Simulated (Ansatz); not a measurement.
Task: Name crystals whose computed values (the program Ansatz at the r²SCAN level (PAW)) fall in these windows: G_Hill (GPa) 80 to 100; Θ_D (K) 400 to 470; B₀ by P(V) fit (GPa) 120 to 170.

Result: 

```json
[
 {"crystal": "Zr2InN, P6_3/mmc (Zr on 4f, In on 2d, N on 2a)", "G_Hill (GPa)": "86.9", "Θ_D (K)": "436", "B₀ by P(V) fit (GPa)": "142"},
 {"crystal": "Nb2SnC, P6_3/mmc (Nb on 4f, Sn on 2d, C on 2a)", "G_Hill (GPa)": "84.6", "Θ_D (K)": "423", "B₀ by P(V) fit (GPa)": "163"}
]
```
Others may fit too.

Standing as an ambient phase not checked: Zr2InN, P6_3/mmc (Zr on 4f, In on 2d, N on 2a); Nb2SnC, P6_3/mmc (Nb on 4f, Sn on 2d, C on 2a). All cells were relaxed under the symmetry of their starts (and spin orders); stability against distortions was not tested throughout. Rows with no word on spin ran without spin polarisation. Spin–orbit coupling is left out wherever it is not named.

Potentials: the later of the program's two PAW sets.
